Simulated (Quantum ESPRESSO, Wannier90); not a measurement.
## Tight-binding from DFT: Bi2Te3 (R-3m)

```
Bi2Te3
1.0
   -2.20907     3.82621     0.00000
   -4.41813     0.00000     0.00000
   -2.20907     1.27540    10.75243
Bi Te
2 3
Direct
  0.39683   0.39683   0.80951
  0.60317   0.60317   0.19049
  0.21681   0.21681   0.34958
  0.78319   0.78319   0.65042
  0.00000   0.00000   0.00000
```

Structure: Materials Project mp-34202, symmetrised, not relaxed again. COD (Crystallography Open Database) has an entry of this formula and space group (matched by these alone). Computed values, not measurements, from LDA: Quantum ESPRESSO (norm-conserving PseudoDojo potentials, cutoff 66 Ry, no spin polarisation, no spin-orbit coupling) on a Γ-centred 6×6×6 mesh, then Wannier90. Density: 8×8×8 mesh, Gaussian smearing 0.01 Ry. Spin-orbit coupling is left out although heavy elements are present.

The lattice is scaled uniformly with fixed fractional positions (axis ratios and free coordinates are held, so this isn't the response to pressure), and at each scale an atom-like model (Bi sp, Te sp; disentangled, num_iter = 0) is made. Listed is the largest hopping of each kind of orbital pair shown, with the distance of the two functions' centres at scale 1; the mesh was not varied.

```csv
scale,gap (eV),"modulus of t, Bi1 py–Te4 py at 3.17 Å (eV)","modulus of t, Bi1 py–Te4 s at 3.09 Å (eV)","modulus of t, Bi1 s–Te4 s at 3.06 Å (eV)"
0.970,0.500,1.342,1.189,0.695
0.985,0.499,1.283,1.112,0.640
1.000,0.496,1.227,1.040,0.588
1.015,0.492,1.172,0.973,0.541
1.030,0.487,1.119,0.909,0.497
```

Task: With |t| ∝ d^(−η), find η for each hopping from the ends of the series, and the volume deformation potential of the gap at scale 1.

Result: 
- Bi1 py–Te4 py at 3.17 Å: η = −ln(1.119/1.342)/ln(1.030/0.970) = 3.0
- Bi1 py–Te4 s at 3.09 Å: η = −ln(0.909/1.189)/ln(1.030/0.970) = 4.5
- Bi1 s–Te4 s at 3.06 Å: η = −ln(0.497/0.695)/ln(1.030/0.970) = 5.6
Harrison's rules would take η = 2.0, 2.0, 2.0 for these pairs; they describe atomic orbitals, while these are orthogonalised and change shape with the volume.
Volume deformation potential of the gap: dE_g/d ln V = (0.492 − 0.499)/(3 ln(1.015/0.985)) = -0.1 eV. The slope changes along the series, so this value holds near scale 1 alone.
